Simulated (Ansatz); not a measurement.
## What DFT gives for BiPt3

```
Bi Pt
1.0
     0.00000    4.29673    0.00000
     4.29673    0.00000    0.00000
     2.14837    2.14837   -3.88478
Bi Pt
1 3
Direct
  0.00000 0.00000 0.00000
  0.75000 0.25000 0.50000
  0.25000 0.75000 0.50000
  0.50000 0.50000 0.00000
```

Single point in Ansatz 0.2.0 with r2SCAN, no spin polarisation. Cutoff 500 eV, PAW datasets, 9×9×9 Γ-centred k mesh, fermi-dirac filling (width 0.1 eV).

**Question.** Is it stable against the elements?

**Answer.** 0.07 eV an atom against the elements' usual phases (free molecules for gases, crystals otherwise, with no correction for O₂ or N₂), so at this geometry it isn't bound against them. Relaxing would lower it.

**Question.** Is there a gap?

**Answer.** It is a metal, with about 2.6 states/eV a cell as the mean within 0.25 eV of the Fermi level, mostly Pt d (67 %) and Pt s (14 %).

**Question.** Which element gives electrons and which takes them?

**Answer.** Bader charges in e: Bi +1.00, Pt -0.35 to -0.29. In the mean Bi gives up most and Pt takes most.

**Question.** Describe some of the short contacts.

**Answer.** Bi–Pt at 2.90 Å: least valence density 0.31 e/Å³ and ELF 0.28 there. Pt–Pt at 2.90 Å: least valence density 0.30 e/Å³ and ELF 0.26 there. These are pseudo-fields; inside the PAW spheres they differ from the all-electron ones.

**Question.** Is the cell too large or too small?

**Answer.** The pressure is -0.9 GPa (compression positive), so with the atoms held at these fractions the cell would first shrink. The principal stresses -1.5, -1.5, 0.3 GPa differ, so its shape would change too.

Origin: a known structure type with other elements, at an estimated volume, so it need not be a known compound.
